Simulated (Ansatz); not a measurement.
Starting cell, Ca (fcc, Cu type):

```yaml
crystal:
  lattice:
    - [0.00000, 5.52650, 5.52650]
    - [2.76325, 2.76325, 5.52650]
    - [2.76325, 2.76325, 0.00000]
  atoms:
    - { symbol: Ca, position: [0.00000, 0.00000, 0.00000] }
    - { symbol: Ca, position: [0.50000, 0.00000, 0.00000] }
```

A phonon eigenvector at X = (0.5, 0.5, 0.0) is frozen into this cell: atom i moves by Q times the vector below, so Q is the largest atomic displacement, in Å. The cell is held. It is one choice among 2 degenerate patterns. (q is in reciprocal vectors of the primitive cell; the cell shown is doubled to hold the pattern.)

```tsv
atom	x	y	z
Ca1	0.000	1.000	0.000
Ca2	0.000	-1.000	0.000
```

These are PBE (plane waves to 420 eV, PAW, scalar-relativistic; Ansatz, a first-principles code) values and carry that method's errors. k mesh 15×15×15 (Γ-centred), Fermi-Dirac smearing 0.05 eV. E stands for the smeared free energy. With partly filled bands, energies and forces of such displacements shift with the k mesh and the smearing. Ca was relaxed with its symmetry unable to fall. The zero of ΔE is the undisplaced structure. The last digit holds for this mesh only.

| Q (Å) | ΔE (meV/cell) |
|---|---|
| -0.1000 | 24.05 |
| -0.0833 | 16.70 |
| -0.0667 | withheld |
| -0.0500 | 6.01 |
| -0.0333 | 2.67 |
| -0.0167 | 0.67 |
| 0.0000 | 0.00 |
| 0.0167 | 0.67 |
| 0.0333 | 2.67 |
| 0.0500 | 6.01 |
| 0.0667 | withheld |
| 0.0833 | 16.70 |
| 0.1000 | 24.05 |

Problem. Fit an even polynomial form (powers 2, 4) to the given rows and predict ΔE at Q = 0.0667.

Solution. Least squares on the 11 given rows: ΔE = (2407)·Q² + (-205.2)·Q⁴, in meV/cell with Q in Å; root-mean-square residual 0.004 meV/cell. At 0.0667 the fit gives 10.70 meV/cell; the calculation gives 10.69 meV/cell, so the interpolation is off by 0.01 (+0.1 %). The quadratic term alone would give 10.71 meV/cell.

(For displaced atoms, the force is minus the slope of the energy, and its curvature is a force constant, which sets phonon frequencies.)
